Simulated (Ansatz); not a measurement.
Nb2AlB2 in space group P-6m2 (No. 187; Nb on 2h, Al on 1a, B on 1b, B on 1f) under volume change, PBEsol in the plane-wave PAW code Ansatz, shape and atoms relaxed at each volume.

```json
[
 {"V (Å³/atom)": "11.387", "E − E(relaxed) (meV/atom)": "71.9", "P (GPa)": "22.18"},
 {"V (Å³/atom)": "11.763", "E − E(relaxed) (meV/atom)": "30.3", "P (GPa)": "13.61"},
 {"V (Å³/atom)": "12.138", "E − E(relaxed) (meV/atom)": "7.2", "P (GPa)": "6.27"},
 {"V (Å³/atom)": "12.513", "E − E(relaxed) (meV/atom)": "0.0", "P (GPa)": "0.00"},
 {"V (Å³/atom)": "12.889", "E − E(relaxed) (meV/atom)": "6.4", "P (GPa)": "-5.34"},
 {"V (Å³/atom)": "13.264", "E − E(relaxed) (meV/atom)": "24.4", "P (GPa)": "-9.83"},
 {"V (Å³/atom)": "13.640", "E − E(relaxed) (meV/atom)": "51.9", "P (GPa)": "-13.54"}
]
```

Q: What does a third-order Birch–Murnaghan fit give for V₀, B₀ and B′?

A: V₀ = 12.51 Å³/atom, B₀ = 191 GPa, B′ = 4.4.

The start of the workflow was typed in or built on a structure type; neither database checked (COD, Materials Project) lists it. Its standing as an ambient phase is unchecked. The PBEsol relaxation kept the symmetry of its start; whether a distortion lowers the energy is not shown. The run is not spin-polarised.

Potentials: the earlier of the program's two PAW sets. The files were generated under PBE; for other functionals the program regenerates the frozen cores, and for LDA and PBEsol the local potential too.
